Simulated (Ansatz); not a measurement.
The geometry is COD entry 9012001, unchecked; take it as a test cell. The listed cell was then made from it by scaling, straining or moving an atom.

Mg: DFT, LDA, all-electron LAPW, scalar-relativistic (Ansatz 0.2.0).

The relaxation starts from this cell:

```xyz
2
Lattice="3.1769 0.0000 0.0000 -1.5884 2.7513 0.0000 0.0000 0.0000 5.1577" Properties=species:S:1:pos:R:3 pbc="T T T"
Mg    0.0000    1.8342    1.2894
Mg    1.5884    0.9171    3.8683
```

Output:

```
The last accepted step is kept in <dir> (removed where the run ends without a failure and the disk answers)
LAPW: plane waves up to 5.582 Å⁻¹, error target 1.0e-3 eV per atom; small_component_spin mean_spin; Mg in spheres of 1.535 Å, 10 of its electrons in bands, Dirac shells []
Engine: ansatz 0.2.0
Pseudopotentials: kind: all_electron
Pseudopotential: Mg, LAPW, valence charge 10, Koelling and Harmon's equation, gaussian nucleus
Functional definition: SPW92
  exchange = slater_x
  correlation = pw_c
Crystal: 2 atoms, lattice volume = 45.080 Å³
Basis set: ecut = 118.7278251755192 eV, 135 PW (Γ), exchange–correlation at level 2
Bands: 14, of which v1, the nominal top of the filled ones, is band 10 counted from 1 (9 counted from 0)
Symmetry: 24 space group operations
Space group: P63/mmc (ITA 194), of the structure as read, at distance tolerance 3.6e-5 Å
k-points: 76 of 1008
Non-local potential: Mg, projectors of the file, none
Initial density: superposition of atomic densities (chi_scale 0.1, normalization cell)
Initial wavefunctions: plane waves of lowest kinetic energy (no species holds an atomic orbital)
Functional: x = slater, c = lda
iter 1 solved again at ethr=1.33e-4 eV; its pass at ethr=1.00e-1 eV (dr2=2.65e-2 eV) is discarded
SCF iter   1: F=—  HF=-10858.500370 eV  |F-HF|=—  |Δ(HF+E_count)|=         —  Δρ=8.33e-3  dr2=2.67e-2  ethr=1.33e-4  ⟨swp⟩=3.1  Hψ=8004  notcnv=0
preconditioner: auto → none  [metal: Δε(μ)=0.036 eV  Ē_g=6.967 eV  σ=0.050 eV  W_gap=0.17  n_scr=8 (ndim 8)  ℏωp=11.1 eV  f_vac=0.000  D(μ)=0.92/eV (n_scr^D=2)  sad-step TF]
SCF iter   2: F=—  HF=-10858.483211 eV  |F-HF|=—  |Δ(HF+E_count)|=   1.72e-2  Δρ=5.41e-3  dr2=1.27e-2  ethr=1.33e-4  ⟨swp⟩=2.0  Hψ=2955  notcnv=0
iter 3 solved again at ethr=1.52e-6 eV; its pass at ethr=6.33e-5 eV (dr2=3.04e-4 eV) is discarded
SCF iter   3: F=—  HF=-10858.479193 eV  |F-HF|=—  |Δ(HF+E_count)|=   4.02e-3  Δρ=7.52e-4  dr2=3.03e-4  ethr=1.52e-6  ⟨swp⟩=2.0  Hψ=5103  notcnv=0
SCF iter   4: F=—  HF=-10858.479166 eV  |F-HF|=—  |Δ(HF+E_count)|=   2.70e-5  Δρ=1.42e-4  dr2=1.12e-5  ethr=1.52e-6  ⟨swp⟩=2.0  Hψ=2955  notcnv=0
SCF iter   5: F=—  HF=-10858.479156 eV  |F-HF|=—  |Δ(HF+E_count)|=   9.74e-6  Δρ=1.36e-5  dr2=9.41e-8  ethr=5.59e-8  ⟨swp⟩=2.1  Hψ=2962  notcnv=0
SCF iter   6: F=-10858.479156 eV  HF=-10858.479156 eV  |F-HF|=3.35e-10  |Δ(HF+E_count)|=   4.01e-8  Δρ=9.23e-7  dr2=3.19e-10  ethr=4.71e-10  ⟨swp⟩=2.9  Hψ=3085  notcnv=0
SCF 1 converged in 6 iterations: F = -10858.479156 eV  dr2 = 3.19e-10
relax step   1: F+E_penalty+E_count = -10858.47915594 eV  Δ(F+E_penalty+E_count) = +0.000e0 eV  max|allowed force component| = 1.735e-18 eV/Å  Δτ_max = 0.0000 Å  P = -1.537 GPa  Ω = 45.080 Å³  (6 SCF iters, accepted)
Crystal: 2 atoms, lattice volume = 43.543 Å³
Basis set: ecut = 121.50584259856315 eV, 135 PW (Γ), exchange–correlation at level 2
Initial density: handed on by an earlier stage of this run
Initial wavefunctions: those handed on with the density
iter 1 solved again at ethr=9.14e-8 eV; its pass at ethr=1.00e-1 eV (dr2=1.83e-5 eV) is discarded
SCF iter   1: F=—  HF=-10858.489348 eV  |F-HF|=—  |Δ(HF+E_count)|=         —  Δρ=2.76e-4  dr2=4.53e-5  ethr=9.14e-8  ⟨swp⟩=5.3  Hψ=7218  notcnv=0
preconditioner: auto → none  [metal: Δε(μ)=0.102 eV  Ē_g=7.108 eV  σ=0.050 eV  W_gap=0.46  n_scr=8 (ndim 8)  ℏωp=11.3 eV  f_vac=0.000  D(μ)=0.76/eV (n_scr^D=2)]
SCF iter   2: F=—  HF=-10858.489321 eV  |F-HF|=—  |Δ(HF+E_count)|=   2.72e-5  Δρ=1.20e-4  dr2=8.27e-6  ethr=9.14e-8  ⟨swp⟩=2.0  Hψ=2924  notcnv=0
iter 3 solved again at ethr=3.22e-10 eV; its pass at ethr=4.14e-8 eV (dr2=6.44e-8 eV) is discarded
SCF iter   3: F=—  HF=-10858.489318 eV  |F-HF|=—  |Δ(HF+E_count)|=   2.90e-6  Δρ=1.29e-5  dr2=6.40e-8  ethr=3.22e-10  ⟨swp⟩=2.2  Hψ=5095  notcnv=0
SCF iter   4: F=-10858.489318 eV  HF=-10858.489318 eV  |F-HF|=1.95e-9  |Δ(HF+E_count)|=   1.99e-8  Δρ=2.26e-6  dr2=2.05e-9  ethr=3.20e-10  ⟨swp⟩=2.9  Hψ=3030  notcnv=0
SCF 2 converged in 4 iterations: F = -10858.489318 eV  dr2 = 2.05e-9
relax step   2: F+E_penalty+E_count = -10858.48931777 eV  Δ(F+E_penalty+E_count) = -1.016e-2 eV  max|allowed force component| = 3.180e-18 eV/Å  Δτ_max = 0.0000 Å  P = -0.290 GPa  Ω = 43.543 Å³  (4 SCF iters, accepted)
Crystal: 2 atoms, lattice volume = 43.181 Å³
Basis set: ecut = 122.18469206359757 eV, 135 PW (Γ), exchange–correlation at level 2
iter 1 solved again at ethr=6.94e-9 eV; its pass at ethr=1.00e-1 eV (dr2=1.39e-6 eV) is discarded
SCF iter   1: F=—  HF=-10858.489825 eV  |F-HF|=—  |Δ(HF+E_count)|=         —  Δρ=1.27e-4  dr2=9.72e-6  ethr=6.94e-9  ⟨swp⟩=6.2  Hψ=7253  notcnv=0
eigensolver tolerance schedule calibrated: the retry pair's looser diagonalisation under-reported the residual by θ = 0.86 (0.12/decade); ethr = c·dr2/N_el runs at the constant in force after the calibration composes with the one it found (an armed cap, an earlier calibration), c = 7.0e-2
preconditioner: auto → none  [insulator: Δε(μ)=0.127 eV  Ē_g=7.140 eV  σ=0.050 eV  W_gap=0.56  n_scr=8 (ndim 8)  ℏωp=11.3 eV  f_vac=0.000  D(μ)=0.67/eV (n_scr^D=2)  ε∞_Penn≈3.5]
SCF iter   2: F=—  HF=-10858.489822 eV  |F-HF|=—  |Δ(HF+E_count)|=   2.66e-6  Δρ=5.54e-5  dr2=1.80e-6  ethr=6.94e-9  ⟨swp⟩=3.0  Hψ=3040  notcnv=0
iter 3 solved again at ethr=1.02e-11 eV; its pass at ethr=6.27e-9 eV (dr2=2.94e-9 eV) is discarded
SCF iter   3: F=-10858.489822 eV  HF=-10858.489822 eV  |F-HF|=1.30e-8  |Δ(HF+E_count)|=   3.74e-7  Δρ=3.16e-6  dr2=2.87e-9  ethr=1.02e-11  ⟨swp⟩=3.1  Hψ=5238  notcnv=0
SCF 3 converged in 3 iterations: F = -10858.489822 eV  dr2 = 2.87e-9
relax step   3: F+E_penalty+E_count = -10858.48982196 eV  Δ(F+E_penalty+E_count) = -5.042e-4 eV  max|allowed force component| = 3.036e-18 eV/Å  Δτ_max = 0.0000 Å  P = +0.046 GPa  Ω = 43.181 Å³  (3 SCF iters, accepted)
iter 1 solved again at ethr=1.58e-11 eV; its pass at ethr=1.00e-1 eV (dr2=3.15e-9 eV) is discarded
SCF iter   1: F=—  HF=-10858.489820 eV  |F-HF|=—  |Δ(HF+E_count)|=         —  Δρ=3.27e-6  dr2=3.10e-9  ethr=1.58e-11  ⟨swp⟩=6.1  Hψ=8117  notcnv=0  reapply=39
SCF iter   2: F=-10858.489820 eV  HF=-10858.489820 eV  |F-HF|=2.53e-9  |Δ(HF+E_count)|=   4.91e-9  Δρ=1.60e-6  dr2=6.71e-10  ethr=1.55e-11  ⟨swp⟩=2.0  Hψ=2921  notcnv=0
SCF 4 converged in 2 iterations: F = -10858.489820 eV  dr2 = 6.71e-10
relax step   4: F+E_penalty+E_count = -10858.48981978 eV  Δ(F+E_penalty+E_count) = +2.181e-6 eV  max|allowed force component| = 3.036e-18 eV/Å  Δτ_max = 0.0000 Å  P = +0.046 GPa  Ω = 43.181 Å³  stress off target by 4.84e-2 GPa  SCF on the basis re-selected at this cell (its energy is not comparable with the rows above)  (2 SCF iters)
basis re-selected at this cell: Δ(F+E_penalty+E_count) = +2.181e-6 eV, ΔP = +0.000 GPa vs the last step (what re-selecting the basis moved, after the strain that the cell walked since its last selection, with what the two solves' SCF thresholds leave and, on support functions, any second-order correction that the steps lacked; it is no measure of the basis error at this ecutwfc). This SCF's stress stands 4.84e-2 GPa from its target on what of the cell is left free (relax.cell.stress_tol is 5.00e-2 GPa) and its largest allowed force component is 3.04e-18 eV/Å (relax.f_tol is 5.00e-3 eV/Å): within both
SCF converged after 2 iterations
Free energy (F): -10858.489820 eV
Harris-Foulkes:  -10858.489820 eV  (|F-HF|=2.53e-9)
Internal energy: -10858.483794 eV  (E = F + TS)
E sigma→0 (E₀):  -10858.486807 eV
Entropy (-TS):   -0.006026 eV (-3.013 meV/atom)
Fermi energy:    5.636513 eV
--- Per-component energies (eV) ---
  E_band       = -710.206367
  E_kinetic    = 10860.521239
  E_xc         = -849.388193
  E_electrostatic = -20869.616839  (all electrons and nuclei)
  E_smearing   = -0.006026  (= −TS)
  E_closure    = 0.000000  (closes the sum)
  E_atoms      = -10854.956926  (free atoms, spherical and without spin; not in F)
  Σ components = -10858.489820   (vs F -10858.489820, Δ=0.00e0)
  Basis errors (estimates in eV, not in F): energy 2.9e-4 per atom: plane waves 2.9e-4 (1.5e-4 summed), levels above the bands 1.4e-19, relativity 3.3e-10, radial functions 2.3e-6, core shells 1.6e-14; eigenvalues (radial functions only) 3.7e-6; not estimated: angular momenta, meshes, grids; target (lapw.basis_error) 1.0e-3; muffin-tin radii Mg 1.513 Å
--- Forces (eV/Å), atoms counted from 1 ---
  atom   1  Mg     0.00000000     0.00000000     0.00000000
  atom   2  Mg     0.00000000    -0.00000000    -0.00000000
  max |Σ_I F_I| component: 5.78e-19 eV/Å
--- Stress (GPa, compression-positive) ---
        0.045006      -0.000000      -0.000000
       -0.000000       0.045006       0.000000
       -0.000000       0.000000       0.048437
  P = ⅓ Tr σ = 0.0461 GPa (0.461 kbar)
--- Relaxed structure (3 steps of the walk, 3 accepted, 1 SCFs on fresh bases) ---
  F+E_penalty+E_count = -10858.48981978 eV   max|allowed force component| = 3.036e-18 eV/Å   (the final SCF, on the basis selected at the relaxed cell)
  cell:  # Å, volume = 43.1807 Å³
    - [3.1483337272400487, 3.6675118272285976e-33, 0.0]
    - [-1.5741668636200243, 2.7265369873812295, -7.444121275921526e-35]
    - [0.0, -1.3955172910616332e-34, 5.030337725912673]
  atoms:
    - { symbol: Mg, position: [0.3333333333333333, 0.6666666666666666, 0.24999999999999997] }
    - { symbol: Mg, position: [0.6666666666666666, 0.3333333333333333, 0.75] }
```
